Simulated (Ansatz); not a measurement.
**Data sheet: SnSe2 (DFT)**

SnSe2:
```
SnSe2
1.0
    1.93532     1.11736     7.36036
   -1.93532     1.11736     7.36036
    0.00000    -2.23472     7.36036
Sn Se
1 2
Direct
  0.00000   0.00000   0.00000
  0.26113   0.26113   0.26113
  0.73887   0.73887   0.73887
```

Space group R-3m (No. 166); conventional cell a = 3.8706 Å, b = 3.8706 Å, c = 22.0811 Å, α = 90.00°, β = 90.00°, γ = 120.00°.

Method: plane-wave PAW PBE (Ansatz code). The cell and atoms are relaxed at this level. Other levels are named where they apply.

### Cell and energy

```json
{
  "volume_per_atom": "31.83 Å³",
  "density": "4.81 g/cm³",
  "Formation energy from the elements (no fitted shifts)": "-0.34 eV/atom"
}
```

### Electronic structure

```json
{
  "band_gap": "0.65 eV (indirect)",
  "valence_band_maximum": "off the standard path, at k = (0.292, 0.424, 0.424) in fractions of the reciprocal vectors",
  "conduction_band_minimum": "at F (3 equivalent valleys)",
  "smallest_direct_gap_on_the_standard_path": "0.95 eV",
  "electron_effective_mass": "0.22, 0.62, 1.2 mₑ (principal values)",
  "hole_effective_mass": "0.21, 1.6, 10 mₑ (principal values)"
}
```

The cell is a constructed one: a structure type filled with these elements; neither database checked (COD, Materials Project) lists it. COD files the formula under space group No. 164, 217. Whether it is the stable phase at ambient conditions was not checked. Symmetry was held in the PBE relaxation; its stability against distortions is not shown here. A crystal of weakly bound layers computed without a dispersion correction: the cell and the soft elastic constants depend strongly on that. The references are the lowest solids computed at this level, not always the standard phases. Spin–orbit coupling is left out wherever it is not named.

Potentials: the later of the program's two PAW sets.
